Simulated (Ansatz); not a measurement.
ReOs (P-6m2); total moment held at 2.4 μB.

```yaml
crystal:
  lattice:
    - [2.75733, 0.00000, 0.00000]
    - [-1.37867, 2.38792, 0.00000]
    - [0.00000, 0.00000, 4.38243]
  atoms:
    - { symbol: Re, position: [0.66667, 0.33333, 0.50000] }
    - { symbol: Os, position: [0.00000, 0.00000, 0.00000] }
```

The source of the geometry is a structure from the Materials Project; atoms and cell stay fixed.

Functional, mesh and filling: PBEsol, 14×14×8 k mesh, Fermi–Dirac smearing of 0.05 eV. PAW means Ansatz 0.2.0 on its default frozen-core files. Site moments are integrated in spheres about the atoms. Start moments (μB): Re1 1.2, Os2 1.2.

Iteration by iteration:

| iteration | Harris–Foulkes energy less the last (meV) | density residual (eV) | M (μB) | ∫|m| (μB) |
| --- | --- | --- | --- | --- |
| 1 | -217.832 | 7.9e-01 | 2.4000 | 2.4000 |
| 2 | -105.944 | 3.8e-01 | 2.4000 | 2.4000 |
| 3 | -279.184 | 2.6e+00 | 2.4000 | 2.4000 |
| 4 | 1.059 | 5.1e-03 | 2.4000 | 2.4000 |
| 5 | 0.195 | 1.3e-04 | 2.4000 | 2.4000 |
| 6 | 0.004 | 7.9e-06 | 2.4000 | 2.4000 |
| 7 | 0.001 | 1.3e-06 | 2.4000 | 2.4000 |
| 8 | 0.000 | 1.2e-07 | 2.4000 | 2.4000 |
| 9 | 0.000 | 3.5e-09 | 2.4000 | 2.4000 |
| 10 | 0.000 | 2.0e-10 | 2.4000 | 2.4000 |

Site moments (μB): Re1 0.99, Os2 0.98. Cell moment 2.40 μB.

The PAW files were made with PBE; the program remakes their cores once for the run's functional and then keeps them frozen. The Ansatz runs typed with the search for lower states off end where their start leads. Spin–orbit coupling is left out although heavy atoms are present. None of this fixes the real material's magnetic order: only patterns that fit the cell were computed, at zero temperature, with a functional that can overstate moments.
